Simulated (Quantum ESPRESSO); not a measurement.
Al3SiNO5, convergence and cost over cutoff and k mesh

A calculation, not a measurement. The program is pw.x of Quantum ESPRESSO 7.5 (plane-wave density functional theory). The cell is made up: 10 atoms on a corundum lattice, with randomly drawn elements, strain and displacements, not relaxed. PseudoDojo standard norm-conserving files (v0.5 for PBE, v0.4.1 for LDA and PBEsol) set the functional; there is no spin polarisation, spin-orbit coupling or dispersion term, and the masses in the input are unused placeholders.

Input of the run in row 4:

```
&control calculation='scf', pseudo_dir='./dojo.nc.sr.pbe.v0_5.standard.upf', outdir='./o', disk_io='low', tprnfor=.true., tstress=.true. /
&system ibrav=0, nat=10, ntyp=4, nbnd=30, ecutwfc=84.00895049, nosym=.true., tot_charge=0,
 occupations='smearing', smearing='fd', degauss=0.0018374661
/
&electrons conv_thr=7.350e-09, electron_maxstep=60, /
ATOMIC_SPECIES
Al 1.0 Al.upf
N 1.0 N.upf
O 1.0 O.upf
Si 1.0 Si.upf
CELL_PARAMETERS angstrom
2.4529 1.4162 4.4605
-2.4529 1.4162 4.4605
0.0 -2.8324 4.4605
ATOMIC_POSITIONS angstrom
Al -0.002 -0.024 4.7565
Si 0.0947 -0.0307 2.0402
Al -0.0324 -0.0149 8.679
Al -0.029 0.0133 11.3966
N -0.9998 1.4615 7.8366
O -0.7433 -1.7133 7.8876
O 1.7939 0.0331 7.8055
O 1.0515 -1.5077 5.4588
O 0.7485 1.5446 5.4848
O -1.6859 0.0457 5.5579
K_POINTS automatic
5 5 5 1 1 1
```

The same cell was run at these settings. Meshes are shifted by half a step, and differences are from the last row, which is itself not exact.

```
cutoff (eV)     k mesh  k points solved  threshold (eV)  free energy less the last row's (eV)  pressure (GPa)  largest stress difference (GPa)  largest force difference (eV/Å)  iterations  wall time (s)  k-point pools                  processor
        800  2 x 2 x 2                4           1e-04                                 0.835          -21.08                            10.16                            0.043           8              8              4  Intel Xeon, 2023 or later
       1143  1 x 1 x 1                1           1e-07                                -1.770          -15.38                             5.33                            0.888          13             13              4  Intel Xeon, 2023 or later
        775  5 x 5 x 5               63           1e-07                                 1.127          -23.82                            12.65                            0.025          12             40              4  Intel Xeon, 2023 or later
       1143  5 x 5 x 5               63           1e-07                                 0.002          -11.26                             0.02                            0.000          12             71              4  Intel Xeon, 2023 or later
       1437  7 x 7 x 7              172           1e-07                                 0.000          -11.24                             0.00                            0.000          12            304              4  Intel Xeon, 2023 or later
```

Each pool is one process. Wall times include start-up and a band step at six k points, which weighs most on the coarsest meshes. The runs were on shared virtual cores whose load varied, so times are rough.